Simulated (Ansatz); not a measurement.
**Cold compression of Tl (bcc type)**

```
Tl
1.0
    -1.89611    1.89611    1.89611
     1.89611   -1.89611    1.89611
     1.89611    1.89611   -1.89611
Tl
1
Direct
  0.00000 0.00000 0.00000
```

The cell comes from a relaxation on PAW files under the same functional, begun from a prototype that needn't be the stable phase.

Its volume is scaled at fixed shape and fractional positions.

Level of theory: DFT with LDA, scalar-relativistic, in Ansatz 0.2.0; a Γ-centred 14×14×14 k mesh, Fermi–Dirac smearing of 0.1 eV, no spin polarisation. LAPW: all electrons, basis error target 1 meV/atom; PAW: frozen-core files, cutoff 420 eV; crystal datasets: all electrons, by PAW datasets that the program makes for each cell; norm-conserving: pseudopotentials, cutoff 844 eV; PAW (cutoff 1000 eV): frozen-core files, cutoff 1000 eV.

Energies are extrapolated to zero smearing and count from the unscaled cell; pressure is positive in compression; gaps take the mesh and a band path. No temperature or zero-point motion is included.

Spin–orbit coupling is left out, which matters for the heavy atoms. The PAW files were made under PBE. The structure type is held throughout; the real material can change phase at far lower pressure.

| V/V0 | V (Å³/atom) | P LAPW (GPa) | ΔE LAPW (eV/atom) | P PAW − LAPW (GPa) | ΔE PAW − LAPW (meV/atom) |
| --- | --- | --- | --- | --- | --- |
| 1.00 | 27.27 | -0.01 | 0.000 | -0.01 | 0.0 |
| 0.90 | 24.54 | 6.03 | 0.045 | -0.02 | -0.2 |
| 0.80 | 21.81 | 17.62 | 0.235 | -0.03 | -0.6 |
| 0.70 | 19.09 | 40.7 | 0.708 | -0.02 | -1.0 |
| 0.60 | 16.36 | ? | ? | ? | ? |
| 0.50 | 13.63 | 197.7 | 4.069 | 0.38 | 2.2 |
| 0.40 | 10.91 | 471.1 | 9.386 | 1.60 | 17.0 |

Q: Fit the Vinet equation to the LAPW pressures shown (residuals weighted by 1/(|P| + 0.03·Pmax)), and predict the pressure of the withheld row.

A: The fit gives V0 = 27.34 Å³/atom, B0 = 38.5 GPa and B0′ = 6.35. At 16.36 Å³/atom, x = (V/V0)^(1/3) = 0.8427, and P = 3·B0·(1 − x)/x²·exp[1.5·(B0′ − 1)·(1 − x)] = 90.4 GPa. The run itself gave 88.9 GPa (+1.7 % off) and ΔE = 1.759 eV/atom.

Q: From the table, what is the rise of the enthalpy H = E + pV up to the last row, and how stiff is the crystal between the last two rows?

A: ΔH = 9.386 eV + (471.1 GPa × 10.91 Å³ + 0.01 GPa × 27.27 Å³) × 0.006242 eV/(GPa·Å³) = 41.46 eV/atom, of which pV makes 77 %. The mean bulk modulus there is −ΔP/Δln V = 1230 GPa.

Q: At the smallest volume, how far do crystal datasets and norm-conserving and PAW (cutoff 1000 eV) lie from LAPW in pressure?

A: crystal datasets: 0.00 GPa; norm-conserving: -1.02 GPa; PAW (cutoff 1000 eV): +1.44 GPa, on a LAPW pressure of 471.1 GPa.

Q: How do the Löwdin populations by LAPW change from the unscaled cell to the last row?

A: Tl 5s 1.98 → 1.93, Tl 6s 1.51 → 1.20, Tl 5p 5.99 → 5.94, Tl 6p 1.54 → 2.03, Tl 5d 9.96 → 9.86 electrons an atom. These are projections on the shells that the free atoms fill; 0.01 e a cell lies outside them at the start and 0.04 e at the end.
